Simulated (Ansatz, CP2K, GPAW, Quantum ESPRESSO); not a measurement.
Cost and result for the bulk modulus of SiO

The structure is cubic, space group Pm-3m (No. 221). Conventional cell: a = 2.807 Å, b = 2.807 Å, c = 2.807 Å, α = 90.00°, β = 90.00°, γ = 90.00°. Around Si (site symmetry m-3m) lie 8 O at 2.43 Å. Around O (site symmetry m-3m) lie 8 Si at 2.43 Å.

The cell comes from a database or a generator and needn't be the stable form of this composition.

```csv
rung,level,program and potentials,cutoff (eV),k mesh,smearing,core time,chip,bulk modulus (GPa),notes
GGA,PBE,"Ansatz, Ansatz PAW (earlier soft set)",420,9 × 9 × 9,fermi-dirac 0.05,3.7 s,Intel Xeon,129.8,-
LDA,LDA,"GPAW, PAW data sets generated for this functional",800,9 × 9 × 9,fermi-dirac 0.05,56 s,Arm Neoverse V1,147.1,-
GGA,PBE,"Quantum ESPRESSO, SSSP 1.3 efficiency PBE",748,9 × 9 × 9,fermi-dirac 0.05,58 s,Arm Neoverse V1,129.4,-
GGA,PBEsol,"CP2K, POTENTIAL_UZH Si GTH-PBE-q4, O GTH-PBE-q6; TZVP-MOLOPT-PBE-GTH basis",-,9 × 9 × 9,fermi-dirac 0.01,98 s,AMD EPYC 9R45 Zen 5,141.4,atomic basis; potentials made for PBE
LDA,LDA,"CP2K, GTH_POTENTIALS Si GTH-PADE-q4, O GTH-PADE-q6; TZVP-MOLOPT-PBE-GTH basis",-,9 × 9 × 9,fermi-dirac 0.05,2.2 min,Arm Neoverse V2,145.9,atomic basis
GGA,PBE,"CP2K, POTENTIAL_UZH Si GTH-PBE-q4, O GTH-PBE-q6; TZVP-MOLOPT-PBE-GTH basis",-,9 × 9 × 9,fermi-dirac 0.05,3 min,Arm Neoverse V1,129.0,atomic basis
```

Times are single runs on shared hosts and different chips, so they are rough; meshes, cutoffs and the tasks' sizes weigh on the time. Task: equation of state. All rows: no spin polarisation. Smearing widths are in eV. For a metal such meshes aren't converged. Meshes are those of the run's cell of 2 atoms unless a note names another. Runs on faulty files, with rough fits or with known faults for this quantity aren't shown. No row holds spin-orbit coupling.

By rung: LDA 147.1; GGA 129.4 to 129.8; LDA in atomic bases 145.9; GGA in atomic bases 129.0 to 141.4 (GPa).
